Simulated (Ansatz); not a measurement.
Crystals in the bcc lattice, computed with PBE in Ansatz (plane-wave DFT, scalar-relativistic, harmonic phonons, no LO–TO term at Γ; smeared occupations, about 0.1 eV; no spin; PAW, where unfrozen means all-electron datasets; each on its own modest k mesh, which can be coarse for ε∞).

One of them, on the k mesh 8×8×8 in its relaxed cell of 18.2 Å³ an atom, gives lowest mode at q = [0.5, -0.5, 0.5] (cm⁻¹) 220; top mode at q = [0.5, -0.5, 0.5] (cm⁻¹) 220 (phonons by finite displacements).

Caveats: coarse k mesh.

Which crystal is it?
A. Nb
B. Na
C. Li
D. K

A. It is Nb. The others give, for the lowest mode at q = [0.5, -0.5, 0.5] in cm⁻¹: Li 329 on 8×8×8, Na 122 on 8×8×8, K 72 on 8×8×8.
